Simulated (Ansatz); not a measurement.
¹¹⁹Sn Mössbauer parameters in Sr2MgZn2Sn2P4O16

Cell: a Materials Project structure (computed, not necessarily an observed phase), atoms as given.

```cif
data_structure
_symmetry_space_group_name_H-M 'P 1'
_symmetry_Int_Tables_number 1
_cell_length_a 5.7573
_cell_length_b 8.2164
_cell_length_c 9.3793
_cell_angle_alpha 69.548
_cell_angle_beta 78.920
_cell_angle_gamma 86.254
_cell_volume 407.97
loop_
_atom_site_label
_atom_site_type_symbol
_atom_site_fract_x
_atom_site_fract_y
_atom_site_fract_z
_atom_site_occupancy
Sr1 Sr 0.83118 0.22461 0.05153 1
Sr2 Sr 0.16813 0.79892 0.99427 1
Mg3 Mg 0.79435 0.62815 0.84114 1
Zn4 Zn 0.15546 0.57479 0.42849 1
Zn5 Zn 0.97438 0.31372 0.43782 1
Sn6 Sn 0.40726 0.18370 0.55626 1
Sn7 Sn 0.57890 0.82168 0.45290 1
P8 P 0.63562 0.57062 0.22562 1
P9 P 0.34530 0.44407 0.76257 1
P10 P 0.22497 0.03004 0.26043 1
P11 P 0.78817 0.97270 0.77429 1
O12 O 0.09972 0.47759 0.85005 1
O13 O 0.37589 0.61075 0.20705 1
O14 O 0.34678 0.25676 0.75854 1
O15 O 0.99512 0.84715 0.74833 1
O16 O 0.54953 0.46949 0.83940 1
O17 O 0.76900 0.12644 0.61954 1
O18 O 0.21615 0.84224 0.39134 1
O19 O 0.83148 0.03707 0.90116 1
O20 O 0.74134 0.71566 0.26707 1
O21 O 0.17001 0.01678 0.11150 1
O22 O 0.79176 0.55888 0.07479 1
O23 O 0.64924 0.39083 0.35975 1
O24 O 0.38295 0.57037 0.58901 1
O25 O 0.48216 0.08918 0.24562 1
O26 O 0.03693 0.15527 0.30667 1
O27 O 0.56299 0.85584 0.81985 1
```

Sites (sets of like atoms) are named by element and the number of their first atom in this list.

Method: Kohn–Sham DFT in Ansatz, PBE, plane waves and PAW, scalar-relativistic, 420 eV cutoff, Γ-centred 6×5×4 k-points, Fermi–Dirac smearing 0.05 eV.

Isomer shifts (against SnO₂) follow from the electron density at the nucleus, δ = α(ρ − ρ₀), with α = 0.099 mm s⁻¹ a₀³ and ρ₀ = 183191.44 a₀⁻³ from a line fitted to 8 measured compounds at this level of theory (rms miss 0.12 mm/s). ΔE_Q = ½eQV_zz(1 + η²/3)^½ with Q = -0.132 b for the 23.9 keV state.

(1) What would the ¹¹⁹Sn spectrum's parameters be?

Answers

(1) 

```csv
site,atoms,first shell,ρ − ρ₀ (a₀⁻³),δ (mm/s),ΔE_Q (mm/s),η
Sn6,6,3 O at 2.14–2.32 Å; also 3 O at 3.17–3.29 Å,33.7,3.33,-1.49,0.93
Sn7,7,4 O at 2.24–2.49 Å,34.5,3.40,1.34,0.08
```

The shifts of Sn6, Sn7 are typical of Sn(II), and the large splitting points to a stereochemically active lone pair.

Without spin–orbit coupling (the program notes it for Sn) the gradients are little affected as a rule: paired runs on crystals with a gap mostly move them by under 2 % at such atoms. Shifts outside the range of the fitted compounds (-0.5 to 3.2 mm/s for Sn) are extrapolations.

The run took 7.9 min of wall time (16 min of CPU time) and 2.4 GiB at its peak, on 2 threads of Intel Xeon Processor @ 2.50GHz (Skylake/Cascade Lake) (x86_64; 62 cores open to the job, memory cap 5.0 GiB, no GPU), a shared host with a load of 0.9 a core.
